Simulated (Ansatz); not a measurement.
# V₃Au: computed property card

V₃Au:
```yaml
crystal:
  lattice:
    - [4.80865, 0.00000, 0.00000]
    - [0.00000, 4.80865, 0.00000]
    - [0.00000, 0.00000, 4.80865]
  atoms:
    - { symbol: V, position: [0.50000, 0.25000, 0.00000] }
    - { symbol: V, position: [0.50000, 0.75000, 0.00000] }
    - { symbol: V, position: [0.25000, 0.00000, 0.50000] }
    - { symbol: V, position: [0.75000, 0.00000, 0.50000] }
    - { symbol: V, position: [0.00000, 0.50000, 0.25000] }
    - { symbol: V, position: [0.00000, 0.50000, 0.75000] }
    - { symbol: Au, position: [0.50000, 0.50000, 0.50000] }
    - { symbol: Au, position: [0.00000, 0.00000, 0.00000] }
```
The run is spin-polarised; directions of the spins, atom by atom: 0 0 0 0 0 0 0 0.

Space group Pm-3n (No. 223), A15 (Cr3Si type); conventional cell a = b = c = 4.8086 Å, α = β = γ = 90.00°.

Method: PBEsol in the plane-wave PAW code Ansatz. Structure relaxed to zero pressure with the same functional. Other levels are named where they apply.

### Cell and energy

```
Quantity                                                       Result
-----------------------------------------------------  --------------
Volume per atom                                              13.90 Å³
Density                                                   10.45 g/cm³
Formation energy from the elements (no fitted shifts)  -0.083 eV/atom
```

### Electronic structure

```
Property                                                                   Result
------------------------------------  -------------------------------------------
Electronic character                                            metallic (no gap)
Density of states at the Fermi level  1.9 states/eV per atom (mean over ±0.08 eV)
```

### Magnetism

```
Property                   Value
--------------  ----------------
Magnetic order     ferromagnetic
Net moment      0.14 μB per atom
```

### Mechanics

```
Property                                                                      Result
--------------------------------------------  --------------------------------------
Bulk modulus (Birch–Murnaghan fit)                                           209 GPa
Pressure derivative B′                                                           4.5
Elastic constants (relaxed ions, GPa)               C11 = 386, C12 = 123, C44 = 60.3
Mechanical stability                          stable (all eigenvalues of C positive)
Hill bulk and shear moduli                                          211 and 82.8 GPa
Young's modulus                                                              220 GPa
Poisson's ratio                                                                 0.33
Debye temperature from the elastic constants                                   391 K
```

The first step of the workflow began from a Materials Project structure, measured or hypothetical; the Crystallography Open Database copy checked does not list it. COD files the formula under space group No. 221. Whether it is the stable phase at ambient conditions was not checked. The PBEsol relaxation kept the symmetry of its start; whether a distortion lowers the energy is not shown. The final state is ferromagnetic, the only order run, not a proven ground state. As this level gives no gap, shear constants depend on the k-mesh and smearing (Fermi–Dirac, 0.1 eV here). The references are the lowest solids computed at this level, not always the standard phases. Spin–orbit coupling is left out wherever it is not named.

Potentials: the later of the program's two PAW sets.
